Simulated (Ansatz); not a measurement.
**Property card for BeS**

BeS:
```yaml
crystal:
  lattice:
    - [3.43941, 0.00000, 0.00000]
    - [-1.71971, 2.97862, 0.00000]
    - [0.00000, 0.00000, 5.66698]
  atoms:
    - { symbol: Be, position: [0.33333, 0.66667, 0.99957] }
    - { symbol: S, position: [0.66667, 0.33333, 0.12543] }
    - { symbol: Be, position: [0.66667, 0.33333, 0.49957] }
    - { symbol: S, position: [0.33333, 0.66667, 0.62543] }
```

Space group P6_3mc (No. 186), wurtzite; conventional cell a = b = 3.4394 Å, c = 5.6670 Å, α = β = 90.00°, γ = 120.00°.

Method: PBE in the plane-wave PAW code Ansatz. The cell and atoms are relaxed at this level. Other levels are named where they apply.

Cell and energy:

| Quantity | Value |
|---|---|
| Volume per atom | 14.51 Å³ |
| Density | 2.35 g/cm³ |
| Formation energy from the elements (no fitted shifts) | -1066 meV/atom |

Electronic structure:

| Property | Result |
|---|---|
| Band gap | 3.71 eV (indirect) |
| Valence-band maximum | at Γ |
| Conduction-band minimum | at K (2 equivalent valleys) |
| Smallest direct gap on the standard path | 5.08 eV |
| Electron effective mass | 0.31, 0.53, 0.53 mₑ (principal values) |
| Hole effective mass, band 1 of 2 at the edge | 1.5 along x, 1.4 along z (mₑ) |
| Hole effective mass, band 2 of 2 at the edge | 0.27 along x, 1.4 along z (mₑ) |

Mechanics:

| Item | Result |
|---|---|
| Bulk modulus (Birch–Murnaghan fit) | 92.6 GPa |
| Pressure derivative B′ | 3.8 |

The start of the workflow was typed in or built on a structure type; neither database checked (COD, Materials Project) lists it. COD files the formula under space group No. 216. Its standing as an ambient phase is unchecked. Symmetry was held in the PBE relaxation; its stability against distortions is not shown here. The references are the lowest solids computed at this level, not always the standard phases.

Potentials: the later of the program's two PAW sets.
